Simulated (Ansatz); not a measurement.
Te (trigonal-Te type, space group P3_121)

```
Te
1.0
    4.52111     0.00000     0.00000
   -2.26056     3.91540     0.00000
    0.00000     0.00000     5.95492
Te
3
Cartesian
  1.21222   0.00000   1.98497
 -0.60611   1.04981   3.96994
  1.65445   2.86559   0.00000
```

E(V) scan at fixed shape, V₀ the volume above. The atoms relax within the cell's symmetry.

The numbers are results of PBE (plane waves to 420 eV, PAW, scalar-relativistic; Ansatz, a quantum-chemistry and plane-wave program), not measurements. k mesh 9×9×6 (Γ-centred), Fermi-Dirac smearing 0.05 eV. Stress and pressure are positive under compression. Spin-orbit coupling is left out, though Te is heavy. Te was relaxed with its symmetry unable to fall. The PAW data are Ansatz's earlier set.

At one point of the scan the stress tensor (GPa) is:

```
    3.0      0.0      0.0
    0.0      3.0      0.0
    0.0      0.0      4.6
```

### Question
Which point is it?
A. V/V₀ = 0.967
B. V/V₀ = 0.900
C. V/V₀ = 0.933
D. V/V₀ = 0.917

### Answer
B, V/V₀ = 0.900

(A scan under strain: stresses follow from slopes of the energy per volume, elastic moduli from its curvatures.)
